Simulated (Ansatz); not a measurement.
GaP:
```yaml
crystal:
  lattice:
    - [0.00000, 2.72581, 2.72581]
    - [2.72581, 0.00000, 2.72581]
    - [2.72581, 2.72581, 0.00000]
  atoms:
    - { symbol: Ga, position: [0.00000, 0.00000, 0.00000] }
    - { symbol: P, position: [0.75000, 0.75000, 0.75000] }
```

Relaxed with r²SCAN. Special points in fractions of this cell's reciprocal vectors: Γ (0.000, 0.000, 0.000); X (0.500, 0.000, 0.500); U (0.625, 0.250, 0.625); K (0.375, 0.375, 0.750); L (0.500, 0.500, 0.500); W (0.500, 0.250, 0.750).

Q: List the band energies nearest the valence-band maximum at these points for plane-wave PAW r²SCAN (Ansatz code).

A: In eV from the valence-band maximum; about four levels below and three above (degenerate sets whole), none deeper than 8.9 eV; points with the same levels are listed once.

| k | below | above |
|---|---|---|
| Γ | 0.00 0.00 0.00 | 2.36 4.17 4.17 4.17 |
| X | -6.95 -2.80 -2.80 | 1.91 2.10 11.31 11.31 |
| U | -6.73 -4.08 -2.35 | 2.47 5.18 8.77 |
| L | -6.84 -1.17 -1.17 | 2.04 5.04 5.04 |
| W | -6.73 -3.71 -3.54 | 5.03 5.29 6.54 |

Space group F-43m (zinc blende). The cell was relaxed with r²SCAN under the symmetry of its start. Scalar-relativistic: spin–orbit coupling is off unless named, which matters more the heavier the elements.

Potentials: the earlier of the program's two PAW sets.
